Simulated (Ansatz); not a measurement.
GaAs in space group P6_422 (No. 181; Ga on 3c, As on 3d) at seven volumes, PBEsol (plane waves, PAW; program Ansatz), shape and atoms relaxed at each. One row is withheld.

```tsv
V (Å³/atom)	P (GPa)
18.622	8.73
19.236	5.33
19.850	?
20.464	0.01
21.078	-2.04
21.692	-3.74
22.306	-5.17
```

**Question.** Fit the shown pressures and predict the withheld one.

**Answer.** P = (3/2)B₀(x^(7/2) − x^(5/2))[1 + (3/4)(B′ − 4)(x − 1)] with x = (V₀/V)^(2/3). Least squares on the six rows gives V₀ = 20.467 Å³/atom, B₀ = 73.8 GPa, B′ = 4.76. At V = 19.850, x = 1.0206 and P = 2.43 GPa. The run itself gave 2.44 GPa.

The start of the workflow was typed in or built on a structure type; neither database checked (COD, Materials Project) lists it. It is not the phase usual at ambient conditions (space group No. 216). The cell was relaxed with PBEsol under the symmetry of its start; its stability against distortions is not shown here.

Potentials: the later of the program's two PAW sets.
